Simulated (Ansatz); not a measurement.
SiC with Fe replacing C: ⁵⁷Fe Mössbauer parameters

Cell: a supercell of SiC (zinc blende type, F-43m) built from a Materials Project structure (computed, not necessarily an observed phase), with the ions relaxed around the defect (PBE).

```cif
data_FeSi27C26
_symmetry_space_group_name_H-M 'F-43m'
_symmetry_Int_Tables_number 216
_cell_length_a 13.0620
_cell_length_b 13.0620
_cell_length_c 13.0620
_cell_angle_alpha 90.000
_cell_angle_beta 90.000
_cell_angle_gamma 90.000
loop_
_atom_site_label
_atom_site_type_symbol
_atom_site_symmetry_multiplicity
_atom_site_Wyckoff_symbol
_atom_site_fract_x
_atom_site_fract_y
_atom_site_fract_z
Si1 Si 4 d 0.2500 0.7500 0.2500
Si2 Si 48 h 0.4167 0.7498 0.4167
Si5 Si 16 e 0.5833 0.5833 0.4167
Si9 Si 16 e 0.9080 0.4080 0.5920
Si15 Si 24 g 0.7500 0.4165 0.7500
Fe Fe 4 a 0.0000 0.0000 0.0000
C29 C 48 h 0.1689 0.9991 0.1689
C32 C 16 e 0.3334 0.8334 0.1666
C36 C 16 e 0.6667 0.6667 0.3333
C42 C 24 f 0.5000 0.6667 0.5000
```

One atom of each set is listed; the run and its k-mesh use a cell of 54 atoms with edges of 9.24, 9.24, 9.24 Å.

Level of theory: DFT, PBE, plane waves and PAW, scalar-relativistic, collinear spin, 420 eV cutoff, Γ-centred 3×3×3 k-points, Fermi–Dirac smearing 0.01 eV, cell charge -1 (Ansatz 0.2.0). Start moments as typed (μB): 5 on each Fe, none on the rest. The program fits them to the shells of the files, so those used differ somewhat.

Isomer shifts (against α-Fe) follow from the electron density at the nucleus, δ = α(ρ − ρ₀), with α = -0.366 mm s⁻¹ a₀³ and ρ₀ = 14904.00 a₀⁻³ from a line fitted to 10 measured compounds at this level of theory (rms miss 0.11 mm/s). ΔE_Q = ½eQV_zz(1 + η²/3)^½ with Q = 0.160 b for the 14.4 keV state.

Task: Give the isomer shift and quadrupole splitting of each Fe site.

Result: 

| site | atoms | first shell | ρ − ρ₀ (a₀⁻³) | δ (mm/s) | ΔE_Q (mm/s) | η |
| --- | --- | --- | --- | --- | --- | --- |
| Fe | 1 | 4 Si at 2.08 Å; also 12 C at 3.12 Å | 2.64 | -0.96 | 0.00 | – |



The defect repeats with the cell of 54 atoms, so it feels its images: sites between two images don't show the values beside a lone defect, and zeros or small values of η there can come from the images' arrangement. The relaxation keeps the site symmetry -43m of the start, so the impurity can't leave its site; a distortion that would localise the partly filled state isn't explored. A uniform background compensates the cell's charge. The cell keeps the host's lattice, where the PBE pressure is 7 GPa (in a charged cell this depends on the convention for the mean potential). The run lost most of its start moments on Fe; a state with other moments may lie lower. Shifts outside the range of the fitted compounds (-0.1 to 1.5 mm/s for Fe) are extrapolations.
